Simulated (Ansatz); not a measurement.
Input:

Relaxed C (diamond):

```
C
1.0
    0.00000     3.56027     3.56027
    1.78014     0.00000     1.78014
    1.78014     1.78014     0.00000
C
4
Direct
  0.25000   0.50000   0.50000
  0.75000   0.50000   0.50000
  0.37500   0.75000   0.75000
  0.87500   0.75000   0.75000
```

In each cell atom 3 (C, nearest neighbour C at 1.542 Å; its periodic images, 2.5 Å or more away, move with it) moves by s·(0.707, 0.707, 0.000) (along Cartesian [110]), the rest being held.

Computed with r2SCAN (plane waves to 500 eV, PAW, scalar-relativistic; Ansatz, an electronic-structure program). k mesh 13×13×13 (Γ-centred), Fermi-Dirac smearing 0.05 eV. E stands for the smeared free energy. C was relaxed with its symmetry unable to fall. The PAW data are Ansatz's earlier set. The zero of ΔE is the undisplaced structure.

The scan covers s from -0.150 to 0.150 Å in 11 points.

Question: Is this a single well or a double well?

Answer: A single well with its minimum at or next to zero displacement.

Question: Is the energy the same for equal positive and negative displacements?

Answer: Even: the same for both signs. With its periodic images moving along, the atom's site symmetry in this cell is 3m.

Question: What is the force constant k = d²E/ds² of this move at s = 0?

Answer: 39.2 eV/Å².

(For displaced atoms, the force is minus the slope of the energy, and its curvature is a force constant, which sets phonon frequencies.)
